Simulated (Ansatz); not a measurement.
AlPd:
```
CELL_PARAMETERS angstrom
      1.39733    -5.01715     0.00000
      1.39733     5.01715     0.00000
      0.00000     0.00000     4.21473
ATOMIC_POSITIONS crystal
  Al 0.65514 0.34486 0.25000
  Pd 0.91053 0.08947 0.25000
  Al 0.34486 0.65514 0.75000
  Pd 0.08947 0.91053 0.75000
```

Relaxed with r²SCAN.

**Question.** Map the valence electron density (e/Å³), cut off at 2 on the plane through (0.655, 0.345, 0.250) spanned by u = [1, 1, 0] and v = [1, -1, 0] in lattice vectors, from r²SCAN in the plane-wave PAW code Ansatz.

**Answer.** x is the fraction of u, y of v (the angle between them is 90°; rows are the nearest grid lines); atoms in the plane: Al at (0.00, 0.00), Al at (0.50, 0.50), Pd at (0.00, 0.26), Pd at (0.50, 0.76).
```
|                 |
|                 |
|                 |
|     .......     |
|  ..-*@@@@@*-..  |
|..:+@@@@@@@@@+:..|
|..:+@@@@@@@@@+:..|
|  .:+@@@@@@@+:.  |
|    ..:::::..    |
|      .....      |
|                 |
|                 |
|                 |
|                 |
|                 |
|--::..     ..::--|
|@@@@%-.. ..-%@@@@|
|@@@@@+:...:+@@@@@|
|@@@@@=:...:=@@@@@|
|@%*-:.     .:-*%@|
|....         ....|
|                 |
|                 |
|                 |
```
Scale: ten equal steps from 0.054 (start of ' ') to 2.00 (end of '@'), in the order ' .:-=+*#%@'; x runs from 0.000 to 1.00, y from 0.000 (bottom) to 1.00 (top).

The density is the valence pseudo-density with augmentation charge, so density and ELF within about 1 Å of a nucleus are not all-electron values.

Space group Cmcm. The start of the workflow was typed in or built on a structure type; neither database checked (COD, Materials Project) lists it. Whether it is the stable phase at ambient conditions was not checked. The r²SCAN relaxation kept the symmetry of its start; its stability against distortions is not shown here. The run is not spin-polarised.

Potentials: the later of the program's two PAW sets.
